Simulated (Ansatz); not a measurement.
B₂O₃:
Space group P-62c (No. 190); a = 4.3863 Å, b = 4.3863 Å, c = 6.6688 Å, α = 90.00°, β = 90.00°, γ = 120.00°

| atom | site | symmetry | x | y | z |
|---|---|---|---|---|---|
| O | 6h | m.. | 0.3332 | 0.0456 | 0.2500 |
| B | 2d | -6.. | 0.6667 | 0.3333 | 0.2500 |
| B | 2b | -6.. | 0.0000 | 0.0000 | 0.2500 |

Relaxed with PBE+D3(BJ).

Question: Which orbitals make up the states near the band edges in PBE+D3(BJ) in the plane-wave PAW code Ansatz?

Answer: Top 1 eV of the valence band: O 2p 94 %. Bottom 1 eV of the conduction band: B 2p 91 %, O 2p 8 %. Projections are on Löwdin-orthogonalised atomic valence shells; empty p or d shells of many metals are not among them.

Question: Tabulate the density of states.

Answer: States/eV per cell of 10 atoms, in 0.25 eV bins, energy from the valence-band maximum.

```csv
E (eV),total,O 2p,B 2p,B 2s
-7.87,4.45,3.15,0.40,0.76
-7.62,1.74,1.23,0.18,0.27
-7.37,0.14,0.10,0.02,0.02
-7.12,0.99,0.69,0.14,0.12
-6.87,4.40,3.05,0.78,0.41
-6.62,11.56,7.84,2.73,0.59
-6.37,1.87,1.24,0.57,0.01
-6.12,2.27,1.53,0.67,0.02
-5.87,3.17,2.16,0.92,0.03
-5.62,5.48,3.79,1.56,0.04
-5.37,2.25,1.58,0.65,0.01
-5.12,0.01,0.00,0.00,0.00
-4.87,0.50,0.29,0.19,0.00
-4.62,0.96,0.58,0.36,0.00
-4.37,1.27,0.78,0.46,0.00
-4.12,1.75,1.10,0.61,0.00
-3.87,2.60,1.68,0.87,0.00
-3.62,3.21,2.14,1.03,0.00
-3.37,3.07,2.11,0.93,0.00
-3.12,2.73,1.98,0.70,0.00
-2.87,2.22,1.83,0.25,0.00
-2.62,4.12,3.43,0.45,0.02
-2.37,5.89,4.83,0.83,0.02
-2.12,5.24,4.33,0.75,0.02
-1.87,3.73,3.16,0.46,0.01
-1.62,3.14,2.74,0.32,0.01
-1.37,5.03,4.48,0.30,0.01
-1.12,7.21,6.55,0.29,0.01
-0.87,15.08,14.25,0.27,0.03
-0.62,13.00,12.50,0.12,0.03
-0.37,9.87,9.17,0.12,0.05
-0.12,5.37,4.95,0.07,0.03
0.13,0.00,0.00,0.00,0.00
0.38,0.00,0.00,0.00,0.00
0.63,0.00,0.00,0.00,0.00
0.88,0.00,0.00,0.00,0.00
1.13,0.00,0.00,0.00,0.00
1.38,0.00,0.00,0.00,0.00
1.63,0.00,0.00,0.00,0.00
1.88,0.00,0.00,0.00,0.00
2.13,0.00,0.00,0.00,0.00
2.38,0.00,0.00,0.00,0.00
2.63,0.00,0.00,0.00,0.00
2.88,0.00,0.00,0.00,0.00
3.13,0.00,0.00,0.00,0.00
3.38,0.00,0.00,0.00,0.00
3.63,0.00,0.00,0.00,0.00
3.88,0.00,0.00,0.00,0.00
4.13,0.00,0.00,0.00,0.00
4.38,0.00,0.00,0.00,0.00
4.63,0.00,0.00,0.00,0.00
4.88,0.07,0.00,0.07,0.00
5.13,0.33,0.01,0.31,0.00
5.38,0.54,0.04,0.49,0.00
5.63,0.78,0.07,0.70,0.00
5.88,1.13,0.11,0.98,0.01
6.13,1.42,0.17,1.14,0.04
6.38,1.80,0.26,1.31,0.11
6.63,2.38,0.40,1.64,0.14
6.88,2.53,0.45,1.67,0.17
7.13,2.41,0.44,1.51,0.20
7.38,2.36,0.41,1.38,0.24
7.63,2.09,0.34,1.14,0.26
7.88,1.76,0.27,0.86,0.26
8.13,1.47,0.19,0.55,0.31
8.38,2.76,0.49,1.26,0.43
8.63,3.27,0.81,1.83,0.25
8.88,2.22,0.63,1.30,0.11
9.13,1.26,0.38,0.73,0.06
9.38,1.29,0.30,0.64,0.12
9.63,3.56,0.54,1.41,0.53
```

The start of the workflow was typed in or built on a structure type; neither database checked (COD, Materials Project) lists it. COD files the formula under space group No. 144, 152. Whether it is the stable phase at ambient conditions was not checked. The PBE+D3(BJ) relaxation kept the symmetry of its start; its stability against distortions is not shown here.

Potentials: the earlier of the program's two PAW sets.
